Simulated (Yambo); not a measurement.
# SnS₂ monolayer at -3 % biaxial strain: lowest vertical excitons

```xyz
3
Lattice="3.5375 0.0000 0.0000 -1.7688 3.0636 0.0000 0.0000 0.0000 15.9000" Properties=species:S:1:pos:R:3 pbc="T T T"
S      0.0000     2.0424     1.5121
S      1.7688     1.0212    -1.5121
Sn     0.0000     0.0000     0.0000
```

The PBEsol cell relaxed from Materials Project entry mp-1170 was given a biaxial strain of -3 % in the plane, and the atoms were relaxed again, with the Coulomb interaction truncated along z.

BSE in Yambo on PBE (stringent potentials; Quantum ESPRESSO, PseudoDojo norm-conserving, 102 Ry, without SOC) bands: 18×18×1 mesh, 5 valence and 2 conduction bands, static screening with 52 bands and a 3 Ry block, scissor 1.61 eV, Tamm-Dancoff, stochastic integration of W near q = 0; field along x.

```tsv
state	energy (eV)	states within 2 meV	relative strength	class	main transitions
1	2.58	1	< 0.01	dark	VB → CB (98 %)
2	2.62	2	< 0.01	dark	VB → CB (98 %)
3	2.91	3	0.74	weak	VB → CB (100 %)
4	2.98	2	< 0.01	dark	VB−1 → CB (77 %)
5	3.00	1	< 0.01	dark	VB → CB (100 %)
6	3.00	2	< 0.01	dark	VB → CB (97 %)
```

These are vertical excitations (zero momentum); the indirect quasiparticle gap, about 3.07 eV, is smaller than the direct one (3.49 eV on the GW mesh). The direct quasiparticle gap on this mesh is 3.49 eV; counted from there, state 1 is bound by 0.91 eV. Convergence with the mesh was not shown.

Spin singlets only. Strengths are relative to the strongest of the lowest states of this run; strong means a line over 3 % of the spectrum's maximum, dark under 0.03 %. Absolute energies carry the error of the G0W0 scissor, whose convergence isn't established.

Spin-orbit splittings are left out.
